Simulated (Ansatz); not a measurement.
With PBE in the plane-wave PAW code Ansatz, Hg in the diamond structure (Fd-3m) relaxes to a = 7.659 Å. Hg has 4 nearest neighbours from 3.32 Å (tetrahedral).

It is gapped at this level: 0.39 eV (indirect). The valence maximum lies at Γ and the conduction minimum on the K–Γ line, 11 % of the way from K (12 equivalent valleys). Gap from PBE with spin–orbit coupling: 0.28 eV. The electron mass is 0.41, 0.44, 1.1 mₑ (principal values). The hole mass is 0.30 mₑ (isotropic).

An equation-of-state fit gives a bulk modulus of 2.0 GPa.

The start of the workflow was typed in or built on a structure type; neither database checked (COD, Materials Project) lists it. It is not the usual solid phase (space group No. 166). The cell was relaxed with PBE under the symmetry of its start; whether a distortion lowers the energy is not shown. The substance is a gas or liquid at ambient conditions. Scalar-relativistic: spin–orbit coupling is off unless named, which matters more the heavier the elements.

Potentials: the later of the program's two PAW sets.
